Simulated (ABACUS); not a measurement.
A self-consistent single point of a model cell of Na (P6_3/mmc, 4 atoms in the cell; prototype structure) with ABACUS.

Level of theory: PBEsol, PseudoDojo 0.4 standard norm-conserving PBEsol (tails mended) pseudopotentials (plane waves; ABACUS).

```
CELL_PARAMETERS angstrom
      3.78734     0.00000     0.00000
     -1.89367     3.27993     0.00000
      0.00000     0.00000    12.18577
ATOMIC_POSITIONS crystal
  Na 0.00000 0.00000 0.00000
  Na 0.00000 0.00000 0.50000
  Na 0.33333 0.66667 0.25000
  Na 0.66667 0.33333 0.75000
```

Reference input (self-consistent single point, DFT, PBEsol, plane waves, PseudoDojo 0.4 standard norm-conserving PBEsol (tails mended) pseudopotentials): KPT = Gamma 7 7 2 0.5 0.5 0.5; basis_type = pw; ecutwfc = 88 Ry; smearing_method = gaussian; smearing_sigma = 0.0199916 Ry; potentials = PseudoDojo 0.4 standard norm-conserving PBEsol (tails mended); symmetry = 1; symmetry_prec = 1e-05; ks_solver = dav; scf_nmax = 100; scf_thr = 1.0e-09 Ry; mixing_type = broyden. This run's input differs from it in these lines:

```diff
@@ -44,3 +44,3 @@
 Gamma
-7 7 2 0.5 0.5 0.5
+6 6 2 0.5 0.5 0.5
```

The program printed (abridged):

```
 SELF-CONSISTENT
 -------------------------------------------
                                 init_chg = atomic

 PW ALGORITHM --------------- ION=   1  ELEC=   1--------------------------------

 Notice: Threshold on eigenvalues was too large.

 Density error is 0.00237732077738
                          Error Threshold = 6.55911531055e-06
 E_KohnSham     -365.0607322136      -4966.9060741568
 E_Fermi        0.1217373684         1.6563218704

 PW ALGORITHM --------------- ION=   1  ELEC=   2--------------------------------

 Density error is 0.000957081892293
                          Error Threshold = 6.60366882604e-06
   [... lines left out ...]

 Density error is 9.25278343916e-09
                          Error Threshold = 2.03117663615e-11
 E_KohnSham     -365.0606467075      -4966.9049107863
 E_Fermi        0.1190591112         1.6198823114

 PW ALGORITHM --------------- ION=   1  ELEC=  13--------------------------------

 Density error is 3.95754845995e-11
                          Error Threshold = 2.03117663615e-11
 E_KohnSham     -365.0606467087      -4966.9049108034
 E_KS(sigma->0) -365.0582833874      -4966.8727561672
 E_entropy(-TS) -0.0047266427        -0.0643092725
 E_Fermi        0.1190590331         1.6198812480
 charge density convergence is achieved
 final etot is -4966.9049108 eV
 EFERMI = 1.619881248 eV

 STATE ENERGY(eV) AND OCCUPATIONS    NSPIN == 1
   [... 25 lines left out ...]

 TOTAL-FORCE (eV/Angstrom)
                       Na1         0.0000000000         0.0000000000         0.0000000000
                       Na2         0.0000000000         0.0000000000         0.0000000000
                       Na3         0.0000000000         0.0000000000         0.0000000000
                       Na4         0.0000000000         0.0000000000         0.0000000000

 TOTAL-STRESS (KBAR)
        -2.9977162503         0.0000004570         0.0000000000
         0.0000004570        -2.9977168401         0.0000000000
         0.0000000000        -0.0000000000        -2.2899072084
 TOTAL-PRESSURE: -2.761780 KBAR

 --------------------------------------------
 !FINAL_ETOT_IS -4966.9049108034159872 eV
 --------------------------------------------
```

The run converged in 13 iterations. Against the reference run the free energy drops by 5.4 meV/atom and the pressure moves little (-0.25 to -0.28 GPa).

The starting geometry comes from a prototype or from typed values, not from a relaxation at this level; it need not be a known phase. A shifted mesh samples other points: it can miss Γ, where band edges often lie, and can lower the symmetry, which leaves small forces and shears. This run is one point of a test of settings, so its values need not be converged; read them against the reference run alone. No clean gap shows at this smearing width and mesh (spacing up to 0.32 Å⁻¹); the mesh is coarse for partly filled bands, so the values carry mesh errors.

Cost on one core: very roughly 2.7 core-minutes.

“Tails mended”: in these copies of the files the far tail of each local potential was reset to the Coulomb form.
